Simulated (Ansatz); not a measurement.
Ge:
```
Ge
1.0
    0.00000     2.82721     2.82721
    2.82721     0.00000     2.82721
    2.82721     2.82721     0.00000
Ge
2
Direct
  0.75000   0.75000   0.75000
  0.50000   0.50000   0.50000
```

Relaxed with r²SCAN+D4. Special points in fractions of this cell's reciprocal vectors: Γ (0.000, 0.000, 0.000); X (0.500, 0.000, 0.500); U (0.625, 0.250, 0.625); K (0.375, 0.375, 0.750); L (0.500, 0.500, 0.500); W (0.500, 0.250, 0.750).

Q: List the band energies nearest the valence-band maximum at these points for the program Ansatz at the r²SCAN+D4 level (PAW).

A: In eV from the valence-band maximum; about four levels below and three above (degenerate sets whole), none deeper than 8.9 eV; points with the same levels are listed once.

| k | below | above |
|---|---|---|
| Γ | 0.00 0.00 0.00 | 0.46 2.73 2.73 2.73 |
| X | -3.23 -3.23 | 0.98 0.98 10.14 10.14 |
| U | -8.59 -4.50 -2.77 | 1.41 4.44 7.75 |
| L | -7.87 -1.48 -1.48 | 0.47 4.01 4.01 |
| W | -4.06 -4.06 | 4.71 4.71 5.07 5.07 |

Space group Fd-3m (diamond). Symmetry was held in the r²SCAN+D4 relaxation. The volume moved by -24 % from the start of the relaxation. Spin–orbit coupling is left out wherever it is not named.

Potentials: the earlier of the program's two PAW sets.
